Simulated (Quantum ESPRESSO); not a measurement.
## W3TiIn4 (one run as intended and one with a planted mistake)

Simulated, not a measurement. The program is pw.x of Quantum ESPRESSO 7.5 (plane-wave density functional theory). The cell is made up: eight metal atoms on a hexagonal close-packed lattice, with elements, volume, strain and displacements drawn at random and not relaxed, so it may be unstable or far from any real phase. PseudoDojo standard norm-conserving files set the functional (PBE unless stated); there is no spin polarisation or spin-orbit coupling, the Fermi-Dirac width of 0.25 eV means electrons at about 2900 K, and the masses in the input are unused placeholders. Heavy elements are run without spin-orbit coupling, which real alloys of them have. A spin test at this wide smearing found no moment, but such smearing suppresses magnetism that the real alloy may have.

Intended input:

```
&control calculation='scf', pseudo_dir='./dojo.nc.sr.pbe.v0_5.standard.upf', outdir='./o', disk_io='minimal', tprnfor=.true., tstress=.true. /
&system ibrav=0, nat=8, ntyp=3, nbnd=67, ecutwfc=84.00895049, nosym=.true., tot_charge=0,
 occupations='smearing', smearing='fd', degauss=0.0183746611
/
&electrons conv_thr=1.470e-08, electron_maxstep=70, mixing_beta=0.5 /
ATOMIC_SPECIES
In 1.0 In.upf
Ti 1.0 Ti.upf
W 1.0 W.upf
CELL_PARAMETERS angstrom
2.9258 -0.0049 4.7472
2.9822 0.0248 -4.7818
-2.9368 4.9923 0.0015
ATOMIC_POSITIONS angstrom
W 0.094 -0.019 -0.0632
Ti -1.4288 2.4613 -0.0051
W 2.9998 1.7205 -2.5022
In 1.5487 4.2151 -2.3115
In 2.9559 -0.0137 0.0323
W 1.5243 2.5711 -0.051
In 2.9119 1.6327 2.3734
In 1.5199 4.1174 2.3712
K_POINTS automatic
5 5 5 1 1 1
```

The log is shortened where brackets say so; the opening notice, blank lines, dates and the lines on written files are dropped, and the path of the files is cut. It prints rydbergs, bohrs and kilobars, and counts compression as positive stress. Its total energy is the free energy E - TS of the whole cell.

Log of the intended run:

```
     Program PWSCF v.7.5
     Parallel version (MPI & OpenMP), running on       4 processor cores
     Number of MPI processes:                 4
     Threads/MPI process:                     1
     [start-up lines left out]
     bravais-lattice index     =            0
     lattice parameter (alat)  =      10.5379  a.u.
     unit-cell volume          =     950.1573 (a.u.)^3
     number of atoms/cell      =            8
     number of atomic types    =            3
     number of electrons       =       106.00
     number of Kohn-Sham states=           67
     kinetic-energy cutoff     =      84.0090  Ry
     charge density cutoff     =     336.0358  Ry
     scf convergence threshold =      1.5E-08
     mixing beta               =       0.5000
     number of iterations used =            8  plain     mixing
     Exchange-correlation= PBE
                           (   1   4   3   4   0   0   0)
     [axes and pseudopotential details left out]
   Cartesian axes
     site n.     atom                  positions (alat units)
         1        W      tau(   1) = (   0.0168568  -0.0034072  -0.0113335  )
         2        Ti     tau(   2) = (  -0.2562227   0.4413779  -0.0009146  )
         3        W      tau(   3) = (   0.5379456   0.3085324  -0.4487124  )
         4        In     tau(   4) = (   0.2777240   0.7558819  -0.4145147  )
         5        In     tau(   5) = (   0.5300732  -0.0024568   0.0057923  )
         6        W      tau(   6) = (   0.2733484   0.4610681  -0.0091457  )
         7        In     tau(   7) = (   0.5221828   0.2927875   0.4256151  )
         8        In     tau(   8) = (   0.2725594   0.7383617   0.4252206  )
     number of k points=    63  Fermi-Dirac smearing, width (Ry)=  0.0184
                       cart. coord. in units 2pi/alat
        k(    1) = (   0.1880363   0.2223148   0.0018059), wk =   0.0320000
        k(    2) = (   0.1872893   0.4452752   0.0024964), wk =   0.0320000
     [further k points left out]
     Dense  grid:    98807 G-vectors     FFT dimensions: (  64,  64,  64)
     Estimated max dynamical RAM per process >     377.04 MB
     Estimated total dynamical RAM >       1.40 GB
     Initial potential from superposition of free atoms
     starting charge     105.9813, renormalised to     106.0000
     Starting wfcs are   76 randomized atomic wfcs
     total cpu time spent up to now is        6.1 secs
     per-process dynamical memory:   301.4 Mb
     Self-consistent Calculation
     iteration #  1     ecut=    84.01 Ry     beta= 0.50
     Davidson diagonalization with overlap
     ethr =  1.00E-02,  avg # of iterations =  3.0
     Threshold (ethr) on eigenvalues was too large:
     Diagonalizing with lowered threshold
     Davidson diagonalization with overlap
     ethr =  5.02E-04,  avg # of iterations =  3.1
     total cpu time spent up to now is       31.3 secs
     total energy              =   -1104.95296061 Ry
     estimated scf accuracy    <       0.55663072 Ry
     iteration #  2     ecut=    84.01 Ry     beta= 0.50
     Davidson diagonalization with overlap
     ethr =  5.25E-04,  avg # of iterations =  6.3
     total cpu time spent up to now is       47.0 secs
     total energy              =   -1104.95478178 Ry
     estimated scf accuracy    <       1.29730272 Ry
     [iterations 3 to 11 left out]
     iteration # 12     ecut=    84.01 Ry     beta= 0.50
     Davidson diagonalization with overlap
     ethr =  5.07E-10,  avg # of iterations =  2.1
     total cpu time spent up to now is      170.3 secs
     total energy              =   -1105.15842057 Ry
     estimated scf accuracy    <       0.00000002 Ry
     iteration # 13     ecut=    84.01 Ry     beta= 0.50
     Davidson diagonalization with overlap
     ethr =  1.50E-11,  avg # of iterations =  5.0
     total cpu time spent up to now is      186.5 secs
     End of self-consistent calculation
     [lines on levels left out]
!    total energy              =   -1105.15842057 Ry
     estimated scf accuracy    <       0.00000001 Ry
     smearing contrib. (-TS)   =      -0.08386742 Ry
     internal energy E=F+TS    =   -1105.07455315 Ry
     The total energy is F=E-TS. E is the sum of the following terms:
     one-electron contribution =    -165.07867105 Ry
     hartree contribution      =     163.03808162 Ry
     xc contribution           =    -277.76244010 Ry
     ewald contribution        =    -825.27152362 Ry
     convergence has been achieved in  13 iterations
     Forces acting on atoms (cartesian axes, Ry/au):
     atom    1 type  3   force =    -0.02220506   -0.00561447    0.06448225
     atom    2 type  2   force =    -0.00551358   -0.00049530    0.02611448
     atom    3 type  3   force =    -0.02185241   -0.00183918   -0.01940545
     atom    4 type  1   force =    -0.02405950   -0.02510753   -0.04393977
     atom    5 type  1   force =     0.00191380    0.02774250   -0.04024820
     atom    6 type  3   force =     0.02257848   -0.04157062    0.02497588
     atom    7 type  1   force =     0.03411945    0.03259499    0.00700304
     atom    8 type  1   force =     0.01501881    0.01428961   -0.01898224
     Total force =     0.133091     Total SCF correction =     0.000181
     Computing stress (Cartesian axis) and pressure
          total   stress  (Ry/bohr**3)                   (kbar)     P=      109.93
   0.00066732  -0.00012247   0.00008042           98.17      -18.02       11.83
  -0.00012247   0.00080515   0.00000862          -18.02      118.44        1.27
   0.00008042   0.00000862   0.00076948           11.83        1.27      113.19
     init_run     :      5.91s CPU      6.08s WALL (       1 calls)
     electrons    :    179.75s CPU    180.33s WALL (       1 calls)
     forces       :      1.76s CPU      1.77s WALL (       1 calls)
     stress       :      6.12s CPU      6.24s WALL (       1 calls)
     [timing details left out]
     PWSCF        :   3m13.61s CPU   3m14.50s WALL
     JOB DONE.
```

A second run has one planted mistake: one atom is of a wrong element. The input lines that differ:

```
- &system ibrav=0, nat=8, ntyp=3, nbnd=67, ecutwfc=84.00895049, nosym=.true., tot_charge=0,
+ &system ibrav=0, nat=8, ntyp=4, nbnd=66, ecutwfc=84.00895049, nosym=.true., tot_charge=0,
+ Sc 1.0 Sc.upf
- In 1.5487 4.2151 -2.3115
+ Sc 1.5487 4.2151 -2.3115
```

Its log:

```
     Program PWSCF v.7.5
     Parallel version (MPI & OpenMP), running on       4 processor cores
     Number of MPI processes:                 4
     Threads/MPI process:                     1
     [start-up lines left out]
     bravais-lattice index     =            0
     lattice parameter (alat)  =      10.5379  a.u.
     unit-cell volume          =     950.1573 (a.u.)^3
     number of atoms/cell      =            8
     number of atomic types    =            4
     number of electrons       =       104.00
     number of Kohn-Sham states=           66
     kinetic-energy cutoff     =      84.0090  Ry
     charge density cutoff     =     336.0358  Ry
     scf convergence threshold =      1.5E-08
     mixing beta               =       0.5000
     number of iterations used =            8  plain     mixing
     Exchange-correlation= PBE
                           (   1   4   3   4   0   0   0)
     [axes and pseudopotential details left out]
   Cartesian axes
     site n.     atom                  positions (alat units)
         1        W      tau(   1) = (   0.0168568  -0.0034072  -0.0113335  )
         2        Ti     tau(   2) = (  -0.2562227   0.4413779  -0.0009146  )
         3        W      tau(   3) = (   0.5379456   0.3085324  -0.4487124  )
         4        Sc     tau(   4) = (   0.2777240   0.7558819  -0.4145147  )
         5        In     tau(   5) = (   0.5300732  -0.0024568   0.0057923  )
         6        W      tau(   6) = (   0.2733484   0.4610681  -0.0091457  )
         7        In     tau(   7) = (   0.5221828   0.2927875   0.4256151  )
         8        In     tau(   8) = (   0.2725594   0.7383617   0.4252206  )
     number of k points=    63  Fermi-Dirac smearing, width (Ry)=  0.0184
                       cart. coord. in units 2pi/alat
        k(    1) = (   0.1880363   0.2223148   0.0018059), wk =   0.0320000
        k(    2) = (   0.1872893   0.4452752   0.0024964), wk =   0.0320000
     [further k points left out]
     Dense  grid:    98807 G-vectors     FFT dimensions: (  64,  64,  64)
     Estimated max dynamical RAM per process >     379.60 MB
     Estimated total dynamical RAM >       1.41 GB
     Initial potential from superposition of free atoms
     starting charge     103.9826, renormalised to     104.0000
     Starting wfcs are   77 randomized atomic wfcs
     total cpu time spent up to now is        6.3 secs
     per-process dynamical memory:   300.4 Mb
     Self-consistent Calculation
     iteration #  1     ecut=    84.01 Ry     beta= 0.50
     Davidson diagonalization with overlap
     ethr =  1.00E-02,  avg # of iterations =  2.0
     Threshold (ethr) on eigenvalues was too large:
     Diagonalizing with lowered threshold
     Davidson diagonalization with overlap
     ethr =  3.93E-04,  avg # of iterations =  4.4
     total cpu time spent up to now is       31.4 secs
     total energy              =   -1069.01200229 Ry
     estimated scf accuracy    <       0.44312706 Ry
     iteration #  2     ecut=    84.01 Ry     beta= 0.50
     Davidson diagonalization with overlap
     ethr =  4.26E-04,  avg # of iterations =  6.8
     total cpu time spent up to now is       47.0 secs
     total energy              =   -1069.07526053 Ry
     estimated scf accuracy    <       0.29025463 Ry
     [iterations 3 to 14 left out]
     iteration # 15     ecut=    84.01 Ry     beta= 0.50
     Davidson diagonalization with overlap
     ethr =  2.27E-11,  avg # of iterations =  2.0
     total cpu time spent up to now is      215.9 secs
     total energy              =   -1069.14564628 Ry
     estimated scf accuracy    <       0.00000002 Ry
     iteration # 16     ecut=    84.01 Ry     beta= 0.50
     Davidson diagonalization with overlap
     ethr =  1.58E-11,  avg # of iterations =  2.0
     total cpu time spent up to now is      227.3 secs
     End of self-consistent calculation
     [lines on levels left out]
!    total energy              =   -1069.14564628 Ry
     estimated scf accuracy    <          4.5E-10 Ry
     smearing contrib. (-TS)   =      -0.09320305 Ry
     internal energy E=F+TS    =   -1069.05244323 Ry
     The total energy is F=E-TS. E is the sum of the following terms:
     one-electron contribution =    -179.59045781 Ry
     hartree contribution      =     160.14139443 Ry
     xc contribution           =    -253.83892762 Ry
     ewald contribution        =    -795.76445223 Ry
     convergence has been achieved in  16 iterations
     Forces acting on atoms (cartesian axes, Ry/au):
     atom    1 type  4   force =    -0.03451286   -0.00899745    0.06043750
     atom    2 type  3   force =    -0.00647597   -0.00845068   -0.00174998
     atom    3 type  4   force =    -0.02060157   -0.00013737   -0.00823406
     atom    4 type  2   force =    -0.02170401   -0.02094328   -0.03398925
     atom    5 type  1   force =     0.00119291    0.02222609   -0.03806595
     atom    6 type  4   force =     0.02717189   -0.03772802    0.03312975
     atom    7 type  1   force =     0.04220865    0.03188115    0.00732052
     atom    8 type  1   force =     0.01272095    0.02214957   -0.01884854
     Total force =     0.129079     Total SCF correction =     0.000054
     Computing stress (Cartesian axis) and pressure
          total   stress  (Ry/bohr**3)                   (kbar)     P=       95.09
   0.00053076  -0.00016749   0.00012541           78.08      -24.64       18.45
  -0.00016749   0.00068461  -0.00000678          -24.64      100.71       -1.00
   0.00012541  -0.00000678   0.00072377           18.45       -1.00      106.47
     init_run     :      6.02s CPU      6.19s WALL (       1 calls)
     electrons    :    218.15s CPU    221.04s WALL (       1 calls)
     forces       :      1.73s CPU      1.73s WALL (       1 calls)
     stress       :      5.97s CPU      5.97s WALL (       1 calls)
     [timing details left out]
     PWSCF        :   3m51.96s CPU   3m55.04s WALL
     JOB DONE.
```

```
                                            intended run  run with the mistake
                          free energy (eV)    -15036.446            -14546.468
         entropy term -TS, part of it (eV)        -1.141                -1.268
                            pressure (GPa)         10.99                  9.51
size of the largest force component (eV/Å)         1.658                 1.554
largest change of a force component (eV/Å)                               0.716
                                iterations            13                    16
```

For scale, a rerun of the intended cell at a higher cutoff and on a denser mesh moved values by no more than 0.002 eV in energy, 0.02 GPa in stress and 0.004 eV/Å in force, and a second program with other atomic files agreed on that cell to 2 % rms in force and 0.5 GPa in pressure. Files of another functional or element have another zero of energy, so the energy change says nothing on stability. The number of bands, nbnd, was set by rule from the electron count, so it follows the mistake.